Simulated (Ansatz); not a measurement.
The cell comes from COD entry 9012564, which wasn't checked; take it as a given geometry. The listed cell was then made from it by scaling, straining or moving an atom.

TiC: DFT, PBEsol, PAW with Ansatz's default frozen-core files, scalar-relativistic (Ansatz 0.2.0). What sets it apart from a plain run of this crystal: volume scaled by 0.94.

Command: `ansatz run input.yaml --threads 1 --pin off --max-ram 3072MiB --backend cpu --events-out ev --progress --plain --runs-dir out` The run took 4 s on 1 thread of Arm Neoverse V1, with other jobs on the host, peak memory 0.34 GiB.

```yaml
crystal:
  lattice:
    - [0.0, 2.1198243393, 2.1198243393]
    - [2.1198243393, 0.0, 2.1198243393]
    - [2.1198243393, 2.1198243393, 0.0]
  atoms:
    - { symbol: Ti, position: [0.0, 0.0, 0.0] }
    - { symbol: C, position: [0.5, 0.5, 0.5] }
kpoints:
  mp_grid: { grid: [16, 16, 16] }
scf:
  occupations: { method: fermi_dirac, width: 0.03 }
hamiltonian:
  xc: pbesol
  pseudopotentials: { kind: paw }
output:
  forces: true
  stress: true
  eigenvalues: true
  efg: { contact_densities: true }
```

Output (standing set-up lines are left out):

```
Crystal: 2 atoms, lattice volume = 19.052 Å³
Basis set: ecut = 420 eV, 339 PW (Γ), exchange–correlation on 48×48×48 points (8 copies of the dense FFT grid, shifted against one another)
SCF iter   1: F=—  HF=-2722.401125 eV  |F-HF|=—  |Δ(HF+E_count)|=         —  Δρ=1.07e-2  dr2=2.43e-2  ethr=1.77e-3  ⟨swp⟩=4.4  Hψ=8332  notcnv=0
preconditioner: auto → none  [metal: Δε(μ)=0.020 eV  Ē_g=8.279 eV  σ=0.030 eV  W_gap=0.16  n_scr=8 (ndim 8)  ℏωp=24.1 eV  f_vac=0.000  D(μ)=0.39/eV (n_scr^D=0)  sad-step TF]
SCF iter   2: F=—  HF=-2722.397563 eV  |F-HF|=—  |Δ(HF+E_count)|=   3.56e-3  Δρ=7.20e-3  dr2=1.21e-2  ethr=1.52e-4  ⟨swp⟩=2.0  Hψ=3470  notcnv=0
SCF iter   3: F=—  HF=-2722.395113 eV  |F-HF|=—  |Δ(HF+E_count)|=   2.45e-3  Δρ=6.38e-4  dr2=4.91e-5  ethr=7.54e-5  ⟨swp⟩=2.1  Hψ=2759  notcnv=0
SCF iter   4: F=—  HF=-2722.395097 eV  |F-HF|=—  |Δ(HF+E_count)|=   1.65e-5  Δρ=1.17e-4  dr2=9.17e-7  ethr=3.07e-7  ⟨swp⟩=3.0  Hψ=2906  notcnv=0
iter 5 did not close the SCF: its close was put off for the readings that it lacked (scf_convergence_deferred on its scf_iter line)
SCF iter   5: F=-2722.395098 eV  HF=-2722.395098 eV  |F-HF|=2.05e-9  |Δ(HF+E_count)|=   6.78e-7  Δρ=5.17e-6  dr2=4.60e-9  ethr=5.73e-9  ⟨swp⟩=2.5  Hψ=2266  notcnv=0
SCF iter   6: F=-2722.395098 eV  HF=-2722.395098 eV  |F-HF|=1.00e-11  |Δ(HF+E_count)|=  9.65e-10  Δρ=8.02e-7  dr2=7.05e-11  ethr=2.88e-11  ⟨swp⟩=2.0  Hψ=5207  notcnv=0
SCF 1 converged in 6 iterations: F = -2722.395098 eV  dr2 = 7.05e-11
  greatest PAW one-centre occupation: 0.999 electrons in one spin orbital (limit 2), on the Ti atom at site 0 (counted from 0), in its partial waves of l = 0
SCF converged after 6 iterations
Free energy (F): -2722.395098 eV
Harris-Foulkes:  -2722.395098 eV  (|F-HF|=1.00e-11)
Internal energy: -2722.393898 eV  (E = F + TS)
E sigma→0 (E₀):  -2722.394498 eV
Entropy (-TS):   -0.001199 eV (-0.600 meV/atom)
Fermi energy:    15.694881 eV
--- Per-component energies (eV) ---
  E_band       = -92.880323
  E_kinetic    = 365.729660
  E_local      = -736.926345  (includes V_loc(G=0)·N_el)
  E_nonlocal   = 33.595847
  E_hartree    = 302.641305
  E_xc         = -147.471682
  E_vxc        = -184.939156  (∫ρ·V_xc dr)
  E_paw        = -1116.694976  (= ΣΔE_a)
  E_vpaw       = -175.622931  (= ΣTr[D̂ρ^β])
  E_aug_tail   = 0.000105  (compensation charges beyond the density's cutoff)
  E_ewald      = -1423.428298
  E_core_change = 0.160485  (= ΣΔE_core)
  E_smearing   = -0.001199  (= −TS)
  E_closure    = 0.000000  (closes the sum)
  Σ components = -2722.395098   (vs F -2722.395098, Δ=0.00e0)
--- Forces (eV/Å), atoms counted from 1 ---
  atom   1  Ti    -0.00000000    -0.00000000    -0.00000000
  atom   2  C      0.00000000    -0.00000000     0.00000000
  max |Σ_I F_I| component: 3.75e-30 eV/Å
--- Stress (GPa, compression-positive) ---
       10.848172       0.000000       0.000000
        0.000000      10.848172       0.000000
        0.000000       0.000000      10.848172
  P = ⅓ Tr σ = 10.8482 GPa (108.482 kbar)
--- PAW observables at the nuclei: V_zz in 10²¹ V/m², potentials from the cell's mean, atoms counted from 1 ---
  atom   1  Ti V_zz =    -0.000000   η = 0.0000   by run symmetry: forbidden
            electrostatic potential = -2534.348422 V   contact ρ = 56640.545173 e/Å³
  atom   2  C  V_zz =    +0.000000   η = 0.0000   by run symmetry: forbidden
            electrostatic potential = -423.242975 V   contact ρ = 862.882132 e/Å³
--- Band table (eV; the first three rows and the last of 145) ---
  k-point 0: bands = ["-40.3882", "-16.4901", "-16.4901", "-16.4901", "3.0435", "16.3994", "16.3994", "16.3994", "17.4945", "17.4945", "17.4945", "17.5903"]
  k-point 1: bands = ["-40.3844", "-16.5159", "-16.4924", "-16.4924", "3.1406", "15.9326", "16.1982", "16.1982", "16.8001", "16.8001", "17.7553", "18.6287"]
  k-point 2: bands = ["-40.3736", "-16.5889", "-16.4989", "-16.4989", "3.4254", "15.0144", "15.3942", "15.3942", "16.8723", "16.8723", "18.1226", "19.7780"]
  k-point 144: bands = ["-40.2539", "-16.8829", "-16.8829", "-16.7176", "6.0765", "12.4305", "12.4305", "12.8505", "18.7316", "18.7316", "19.5825", "21.4184"]
```
